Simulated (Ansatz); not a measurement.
# Al2Cu, first-principles data

Al2Cu:
```yaml
crystal:
  lattice:
    - [-3.02569, 3.02569, 2.44364]
    - [3.02569, -3.02569, 2.44364]
    - [3.02569, 3.02569, -2.44364]
  atoms:
    - { symbol: Cu, position: [0.75000, 0.75000, 0.00000] }
    - { symbol: Cu, position: [0.25000, 0.25000, 0.00000] }
    - { symbol: Al, position: [0.15863, 0.65863, 0.81726] }
    - { symbol: Al, position: [0.65863, 0.84137, 0.50000] }
    - { symbol: Al, position: [0.84137, 0.34137, 0.18274] }
    - { symbol: Al, position: [0.34137, 0.15863, 0.50000] }
```

Space group I4/mcm (No. 140); conventional cell a = 6.0514 Å, b = 6.0514 Å, c = 4.8873 Å, α = 90.00°, β = 90.00°, γ = 90.00°.

Method: the program Ansatz at the PBE level (PAW). Geometry: relaxed at this level of theory. Other levels are named where they apply.

Cell and energy:

```
Item                                                          Result
-----------------------------------------------------  -------------
Volume per atom                                             14.91 Å³
Density                                                   4.36 g/cm³
Formation energy from the elements (no fitted shifts)  -161 meV/atom
```

Electronic structure:

```
Property                                                                    Result
------------------------------------  --------------------------------------------
Electronic character                                             metallic (no gap)
Density of states at the Fermi level  0.34 states/eV per atom (mean over ±0.08 eV)
```

Mechanics:

```
Quantity                                                                                                    Result
--------------------------------------------  --------------------------------------------------------------------
Bulk modulus (Birch–Murnaghan fit)                                                                        99.4 GPa
Pressure derivative B′                                                                                         4.5
Elastic constants (relaxed ions, GPa)         C11 = 169, C12 = 73.8, C13 = 60.5, C33 = 171, C44 = 31.4, C66 = 47.3
Mechanical stability                                                        stable (all eigenvalues of C positive)
Hill bulk and shear moduli                                                                       99.7 and 41.7 GPa
Young's modulus                                                                                            110 GPa
Poisson's ratio                                                                                               0.32
Debye temperature from the elastic constants                                                                 419 K
```

Phonons:

```
Property                                        Value
-----------------------------  ----------------------
Highest zone-centre frequency                312 cm⁻¹
Zone-centre stability          no imaginary mode at Γ
```

Charges:

```
Item                         Result
-------------  --------------------
Bader charges  Cu -1.66, Al +0.83 e
```

The cell was relaxed with PBE under the symmetry of its start. No spin polarisation was allowed. As this level gives no gap, shear constants depend on the k-mesh and smearing (Fermi–Dirac, 0.1 eV here). As this level gives no gap, phonon frequencies hold no LO–TO term and depend on the k-mesh and smearing (Fermi–Dirac, 0.1 eV here). Axis ratios of metals converge slowly with the k-mesh, so a and c are less sure than the volume. The references are the lowest solids computed at this level, not always the standard phases.

Potentials: the later of the program's two PAW sets.
